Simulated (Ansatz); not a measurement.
Here is the system:

HfGe:
```xyz
4
Lattice="-1.7414 1.7414 6.8418 1.7414 -1.7414 6.8418 1.7414 1.7414 -6.8418" Properties=species:S:1:pos:R:3 pbc="T T T"
Hf     0.0000     0.0000     0.0992
Hf     0.0000     1.7414     3.5201
Ge     0.0000     0.0000     5.5932
Ge     1.7414     0.0000     2.1723
```

This is the PBE-relaxed structure.

Q: All from PBE in the plane-wave PAW code Ansatz, unless another level is named. Predict the electronic character.

A: metallic (no gap).

Q: What about the density of states at the Fermi level?

A: 0.56 states/eV per atom (mean over ±0.08 eV).

Q: What about the formation energy from the elements (no fitted shifts)?

A: -0.29 eV/atom.

Space group I4_1md. A made-up cell: these elements were put on the sites of a structure type; neither database checked (COD, Materials Project) lists it. Whether it is the stable phase at ambient conditions was not checked. The cell was relaxed with PBE under the symmetry of its start; whether a distortion lowers the energy is not shown. The run is not spin-polarised. The references are the lowest solids computed at this level, not always the standard phases. Scalar-relativistic: spin–orbit coupling is off unless named, which matters more the heavier the elements.

Potentials: the later of the program's two PAW sets.
